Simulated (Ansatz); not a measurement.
# What DFT gives for MnNbSb

```
Mn Nb Sb
1.0
     4.04489    0.00000    0.00000
     0.00000    4.04489    0.00000
     0.00000    0.00000    7.04541
Mn Nb Sb
2 2 2
Direct
  0.00000 0.50000 0.35100
  0.50000 0.00000 0.64900
  0.00000 0.00000 0.00000
  0.50000 0.50000 0.00000
  0.00000 0.50000 0.72700
  0.50000 0.00000 0.27300
```

Single point in Ansatz 0.2.0 with r2SCAN, no spin polarisation. Cutoff 500 eV, PAW datasets, 6×6×4 Γ-centred k mesh, cold filling (width 0.033 eV).

- Charges: Bader charges in e: Mn +0.33, Nb +0.62, Sb -0.96. In the mean Nb gives up most and Sb takes most.
- Contacts: Mn–Sb at 2.65 Å: least valence density 0.38 e/Å³ and ELF 0.48 there. Nb–Sb at 2.79 Å: least valence density 0.32 e/Å³ and ELF 0.23 there. Nb–Nb at 2.86 Å: least valence density 0.34 e/Å³ and ELF 0.37 there. Both are smooth PAW fields, read partly inside the augmentation spheres.
- At the Fermi level: It is a metal, with about 11 states/eV a cell as the mean within 0.25 eV of the Fermi level, mostly Mn d (84 %).
- Forces: The largest is on Sb5 (and as large on other atoms): 3.28 eV/Å, components (0.00, 0.00, -3.28). It makes 0° with the line to a nearest neighbour, Mn1 at 2.65 Å, pointing towards it.

Origin: a known structure type with other elements, at an estimated volume, so it need not be a known compound. Caveats: no spin polarisation, so a magnetic state may lie lower; atoms or cell far from equilibrium.
